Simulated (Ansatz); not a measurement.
## Nb: tetragonal deformation path

Level of theory: DFT PBEsol, scalar-relativistic, plane waves, PAW in Ansatz 0.2.0. Settings: plane waves to 420 eV, k-mesh 22×22×22 (Γ-centred), Gaussian smearing 0.15 eV. No spin polarisation. Energies are free energies at this smearing, counted from the undisturbed cell; pressure is positive in compression.

The starting cell (as given, not relaxed at this level; it stands at -6.8 GPa; this fcc form isn't the usual structure):

```xyz
1
Lattice="0.0000 2.1150 2.1150 2.1150 0.0000 2.1150 2.1150 2.1150 0.0000" Properties=species:S:1:pos:R:3 pbc="T T T"
Nb    0.0000    0.0000    0.0000
```

At fixed volume and fractional coordinates, lengths along (0.000, 0.000, 1.000) are scaled against those across it; ρ is that ratio over its starting value. The cell is metallic on the mesh throughout. At ρ = 0.707 the cell becomes cubic (Im-3m), and there the slope of the energy vanishes by symmetry.

Task: Over the sampled range (0.707 to 1.414), is the undisturbed cell the lowest point?

Result: No: the energy is lower at ρ = 0.707, -309.1 in ΔE (meV/atom).

The scan:

| ρ | ΔE (meV/atom) |
| --- | --- |
| 0.707 | -309.1 |
| 0.850 | -173.2 |
| 1.000 | 0.0 |
| 1.200 | -157.2 |
| 1.414 | -105.1 |